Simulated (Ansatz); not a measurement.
Relaxed-ion elastic tensor of Na2WO4 (spinel, Fd-3m) in GPa (Voigt order), LDA (plane waves, PAW; program Ansatz); density 5.48 g/cm³, 12.72 Å³ per atom.

```
      1     2     3     4     5     6
-  ----  ----  ----  ----  ----  ----
1   127  38.2  38.2   0.0   0.0   0.0
2  38.2   127  38.2   0.0   0.0   0.0
3  38.2  38.2   127   0.0   0.0   0.0
4   0.0   0.0   0.0  31.2   0.0   0.0
5   0.0   0.0   0.0   0.0  31.2   0.0
6   0.0   0.0   0.0   0.0   0.0  31.2
```

Q: Is the crystal mechanically stable?

A: Yes: the smallest eigenvalue of C is 31.2 GPa.

Q: Work out the Voigt, Reuss and Hill averages.

A: K_V = 67.7, K_R = 67.7, K_H = 67.7; G_V = 36.4, G_R = 35.4, G_H = 35.9 GPa.

Q: Give Young's modulus, Poisson's ratio, Pugh's ratio and the universal anisotropy index.

A: E = 9KG/(3K + G) = 91.5 GPa; ν = 0.27; K/G = 1.89 (ductile by the Pugh limit of 1.75); A_U = 5G_V/G_R + K_V/K_R − 6 = 0.15.

Q: Estimate the sound speeds and the Debye temperature.

A: v_l = √((K + 4G/3)/ρ) = 4590 m/s, v_t = √(G/ρ) = 2560 m/s, mean 2850 m/s; Θ = (h/k)(3n/4πV)^(1/3) v_m = 363 K.

Q: Give the Zener ratio and Young's modulus along [100], [110] and [111].

A: A = 2C44/(C11 − C12) = 0.71; 1/E = S11 − 2(S11 − S12 − S44/2)Γ with Γ = 0, 1/4, 1/3 gives 109, 86.7, 81.1 GPa.

The workflow started from a Materials Project entry (that database holds measured and hypothetical structures alike); the Crystallography Open Database files this formula in space group No. 227, but the cells were not matched. Whether it is the stable phase at ambient conditions was not checked. The LDA relaxation kept the symmetry of its start; of distortions, only those at the zone centre were tested. The run is not spin-polarised. No Hubbard U is applied. Spin–orbit coupling is left out wherever it is not named.

Potentials: the later of the program's two PAW sets.
